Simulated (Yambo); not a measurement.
GaAlN₂ (space group P3m1, No. 156): the exchange self-energy on PBEsol orbitals (Yambo, 6×6×4 mesh) holds the Coulomb divergence, which is integrated with random points (RandQpts).

| random points | exchange-only gap Γ → Γ (eV) | shift of the valence edge (eV) | gap against the reference (meV) |
|---|---|---|---|
| 1,000 | 10.53 | -3.53 | 164 |
| 10,000 | 10.28 | -3.19 | -81 |
| 100,000 | 10.38 | -3.34 | 19 |
| 1,000,000 | 10.38 | -3.33 | 13 |
| 5,000,000 | 10.36 | -3.31 | reference |

From 100,000 points on, the gap stays within 20 meV of the run with most points. The error is statistical; each row is a single draw, so the rows fix no rate of convergence.

Spin-orbit coupling is not included.

Geometry relaxed with PBEsol; primitive cell a = b = 3.1467 Å, c = 5.0982 Å, α = β = 90.00°, γ = 120.00°.

The structure is a Materials Project entry; no match was found in the copy of COD used, and its stability was not checked.

A shift is the quasiparticle energy of the state minus its PBEsol energy.
